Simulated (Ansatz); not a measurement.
**Hf: levels along high-symmetry lines**

```
CELL_PARAMETERS angstrom
-1.80500 1.80500 1.80500
1.80500 -1.80500 1.80500
1.80500 1.80500 -1.80500
ATOMIC_POSITIONS crystal
Hf 0.00000 0.00000 0.00000
```

The geometry is COD entry 1522789, unchecked; take it as a test cell.

Spin–orbit coupling is left out, though it moves levels of the heavy atoms by tenths of an eV or more.

All numbers below come from DFT, PBEsol, all-electron LAPW, scalar-relativistic (Ansatz 0.2.0).

Settings: a Γ-centred 16×16×16 k mesh, Fermi–Dirac smearing of 0.08 eV, basis error target 1 meV/atom, no spin polarisation.

Points in fractions of the reciprocal vectors of this cell: Γ (0, 0, 0), H (0.5, -0.5, 0.5), N (0, 0, 0.5), P (0.25, 0.25, 0.25). The path joins them by straight lines in the order Γ–H–N–Γ–P–H–P–N; legs that retrace an earlier one aren't tabulated. Energies are in eV from the Fermi level.

(1) List the levels at H between -8 and 2 eV.

(2) List the levels at Γ between -8 and 2 eV.

(3) List the levels at P between -8 and 2 eV.

(4) What is the band gap?

Results:

(1) -2.37 (×2).

(2) -6.87, 1.46 (×3).

(3) -0.63 (×3).

(4) none: bands cross the Fermi level, a metal.
